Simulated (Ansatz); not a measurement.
How HfSc stores the work of compression

These are results of DFT PBEsol, scalar-relativistic, plane waves, PAW in Ansatz 0.2.0, not measurements. Run with 420 eV cutoff, 15×15×8 k-mesh, Gaussian smearing of 0.10 eV, no spin polarisation.

Reference structure (relaxed):

```xyz
2
Lattice="3.1964 0.0000 0.0000 -1.5982 2.7681 0.0000 0.0000 0.0000 5.0292" Properties=species:S:1:pos:R:3 pbc="T T T"
Hf    1.5982    0.9227    2.5146
Sc    0.0000    1.8454    0.0000
```

Cell and atoms were relaxed at each target pressure within the start's symmetry (P-6m2), at zero temperature; other phases can be more stable under pressure. H = E + PV with P the target; E is the free energy at the smearing used, whose derivative the pressure is, per atom and counted from zero pressure. The mesh named is that at zero pressure; some other pressures ran on another.

Spin–orbit coupling is left out, which can shift energies with elements as heavy as these.

| P (GPa) | V (Å³/atom) | E − E0 (meV) | H − H0 (meV) |
| --- | --- | --- | --- |
| 0 | 22.249 | 0.0 | 0.0 |
| 1 | 21.990 | 0.8 | 138.1 |
| 4 | 21.283 | 11.7 | 543.1 |
| 12 | 19.779 | 84.9 | 1566.3 |
| 25 | 18.003 | 285.3 | 3094.4 |
| 50 | 15.679 | 814.9 | 5707.7 |
| 90 | 13.494 | 1743.9 | 9324.3 |

Question: Thermodynamics gives dH/dP = V along a relaxed path. Integrate V over P by the trapezoid rule and compare with the computed enthalpies.

Answer: With 1 eV/Å³ = 160.22 GPa, each step adds the mean volume times ΔP / 160.22:
```
P (GPa)  ∫V dP (meV) H − H0 (meV) difference (meV)
      1        138.1         138.1               0.0
      4        543.2         543.1               0.1
     12       1568.3        1566.3               2.0
     25       3101.2        3094.4               6.7
     50       5729.0        5707.7              21.2
     90       9370.6        9324.3              46.4
```

V(P) curves upward, so the trapezoid rule runs high; integrating a smooth curve through the same points puts that excess at about 46.8 meV at 90 GPa, against the 46.4 meV found.

Question: At 90 GPa, how much of the enthalpy change is stored energy and how much is the PV term?

Answer: E rises by 1744 meV/atom and PV is 90 × 13.494 / 160.22 = 7580 meV/atom, so PV makes 81 % of ΔH. So between rival structures at high pressure a small difference in volume can outweigh the difference in energy: 1 % of this volume is worth 75.8 meV/atom at this pressure.

Question: What bulk modulus do the lowest pressures give?

Answer: From the pressures that the runs reached, -1.00 GPa (22.519 Å³) and 1.00 GPa (21.990 Å³), B = −ΔP/Δln V = 2.00 / 0.0238 = 84 GPa, a mean over that range.